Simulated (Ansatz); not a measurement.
With the program Ansatz at the r²SCAN level (PAW), Cl in the molecular I2 type structure (Cmce) relaxes to a = 6.542 Å, b = 4.126 Å, c = 8.282 Å.

The Kohn–Sham gap is 2.63 eV (direct). The valence maximum lies at Γ and the conduction minimum at Γ.

The r²SCAN relaxation kept the symmetry of its start. The substance is a gas or liquid at ambient conditions; this is its low-temperature solid. A crystal of weakly bound molecules computed without a dispersion correction: the cell and the soft elastic constants depend strongly on that.

Potentials: the later of the program's two PAW sets.
